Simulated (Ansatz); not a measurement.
YN:
```yaml
crystal:
  lattice:
    - [0.00000, 2.45303, 2.45303]
    - [2.45303, 0.00000, 2.45303]
    - [2.45303, 2.45303, 0.00000]
  atoms:
    - { symbol: Y, position: [0.50000, 0.50000, 0.50000] }
    - { symbol: N, position: [0.00000, 0.00000, 0.00000] }
```

The program Ansatz at the PBE level (PAW) gives a gap of 0.21 eV without spin–orbit coupling, maximum at Γ, minimum at X.

What happens when spin–orbit coupling is switched on?

The gap decreases by 0.02 eV, to 0.19 eV; maximum at Γ, minimum at X.

How large is the spin–orbit splitting of the valence top at Γ?

The fourfold level lies 0.06 eV above the split-off pair.

Give the electron effective mass with spin–orbit coupling.

0.11, 0.11, 1.3 mₑ (principal values).

Give the hole effective mass with spin–orbit coupling, band 1 of 2 at the edge.

1.0 along [100], 0.60 along [110], 0.49 along [111] (mₑ).

Give the hole effective mass with spin–orbit coupling, band 2 of 2 at the edge.

0.23 along [100], 0.27 along [110], 0.30 along [111] (mₑ).

Give the Z2 indices of the occupied bands with spin–orbit coupling.

0;(000).

Space group Fm-3m (rock salt). The PBE relaxation kept the symmetry of its start. The run is not spin-polarised.

Potentials: the later of the program's two PAW sets.
